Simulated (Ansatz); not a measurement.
Ni:
```xyz
1
Lattice="0.0000 1.7593 1.7593 1.7593 0.0000 1.7593 1.7593 1.7593 0.0000" Properties=species:S:1:pos:R:3 pbc="T T T"
Ni     0.0000     0.0000     0.0000
```
Starting moments (μB, in the order of the atoms Ni): 0.7.

Relaxed with PBE. Special points in fractions of this cell's reciprocal vectors: Γ (0.000, 0.000, 0.000); X (0.500, 0.000, 0.500); U (0.625, 0.250, 0.625); K (0.375, 0.375, 0.750); L (0.500, 0.500, 0.500); W (0.500, 0.250, 0.750).

Question: List the band energies nearest the Fermi level at these points for plane-wave PAW PBE (Ansatz code).

Answer: In eV from the Fermi level; about four levels below and three above (degenerate sets whole), none deeper than 8.9 eV; … stands for higher levels left out; points with the same levels are listed once.

```tsv
k	below	above
Γ ↑	-2.47 -2.47 -2.47	…
X ↑	-4.25 -0.57 -0.49 -0.49	…
U ↑	-3.77 -2.16 -1.12 -0.75	…
L ↑	-2.45 -2.45 -0.62 -0.62	…
W ↑	-3.12 -3.12 -1.35 -0.49	…
Γ ↓	-1.70 -1.70 -1.70	…
X ↓	-4.36 -3.62	0.06 0.40 0.40
U ↓	-3.60 -3.22 -1.53 -0.53	0.13 …
L ↓	-4.47 -1.82 -1.82 -0.47	…
W ↓	-3.43 -2.50 -2.50 -0.77	0.40 …
```

Space group Fm-3m (fcc (Cu type)). Symmetry was held in the PBE relaxation. The final state is ferromagnetic, chosen from 3 collinear starts compared on coarse meshes (ties went to the first, and starts can fall back to one state), not a proven ground state. Textbook magnetic order: ferromagnetic.

Potentials: the later of the program's two PAW sets.
